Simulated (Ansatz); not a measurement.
# YS (rocksalt structure)

The computed numbers are results of PBEsol, scalar-relativistic (no spin polarisation) in the plane-wave PAW code Ansatz at 420 eV, Γ-centred 10×10×10 mesh, 0.05 eV Gaussian smearing; PAW files: Ansatz's generated set soft_2.

```
Y S
1.0
     0.00000    2.72969    2.72969
     2.72969    0.00000    2.72969
     2.72969    2.72969    0.00000
Y S
1 1
Direct
  0.50000 0.50000 0.50000
  0.00000 0.00000 0.00000
```

The start was a prototype's sites filled with these elements; the Crystallography Open Database holds the compound in this structure.

The cell is relaxed to zero pressure at this level.

The cell has space group Fm-3m (read at 0.01 Å). In it the stress is 0.00, 0.00, 0.00, 0.00, 0.00, 0.00 GPa and the largest force component 0.000 eV/Å. Each change below starts from this cell, without further relaxation. Stress is in GPa, positive in compression, in the order xx, yy, zz, yz, xz, xy; energies are counted from the cell above and are free energies with the smearing's entropy, which match forces and stress in a metal.

Task: What happens when atom 2 (S) is moved by 0.20 Å along z?

Result: The energy changes by 158.8 meV per cell, and the force on it along the shift is -1.664 eV/Å (−F/u = 8.32 eV/Å²). Stress: -0.33, -0.33, 6.39, 0.00, 0.00, 0.00.
| atom | Fx (eV/Å) | Fy | Fz |
| --- | --- | --- | --- |
| Y1 | 0.000 | 0.000 | 1.664 |
| S2 | 0.000 | 0.000 | -1.664 |
In a harmonic crystal the energy would rise by −½F·u = ½ × 8.32 × 0.20² eV = 166.4 meV, close to the run's value; the rest is anharmonic or numerical.

Task: A single strain component, atoms carried along, gave the stress -0.38, -0.38, -2.18, 0.00, 0.00, 0.00. Which component, and about how large?

Result: An engineering strain of 1 % in zz; the energy changes by 2.8 meV per cell.

The cell is a metal with an odd number of electrons, and spin polarisation wasn't tried.
